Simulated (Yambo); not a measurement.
Cs2NaScF6 (space group Fm-3m, No. 225), G0W0@LDA in Yambo; all else as in the reference (2×2×2 Γ-centred k mesh, bands 3 to 342 and a 8 Ry block in the screening, 342 bands in G with the Bruneval-Gonze terminator, plasmon pole fitted at 27.2 eV). One parameter is varied: the cutoff of the wavefunctions in Yambo, over 10, 20, 30, 50, 88 Ry.

Problem. From which value on does the gap Γ → Γ stay within 0.05 eV of the largest setting?

Solution. From 30 Ry on.
```tsv
cutoff of the wavefunctions in Yambo (Ry)	G0W0 gap (eV)	valence shift (eV)
10	10.95	-1.47
20	11.74	-1.99
30	11.79	-2.12
50	11.79	-2.15
88	11.80	-2.15
```
The last step of the sweep still moves the gap by 3 meV; the other settings are held fixed.

Geometry of the Materials Project entry, not relaxed at this level; primitive cell a = b = c = 6.3589 Å, α = β = γ = 60.00°.

The structure is a Materials Project entry; no match was found in the copy of COD used, and its stability was not checked.

A shift is the quasiparticle energy of the state minus its LDA energy.
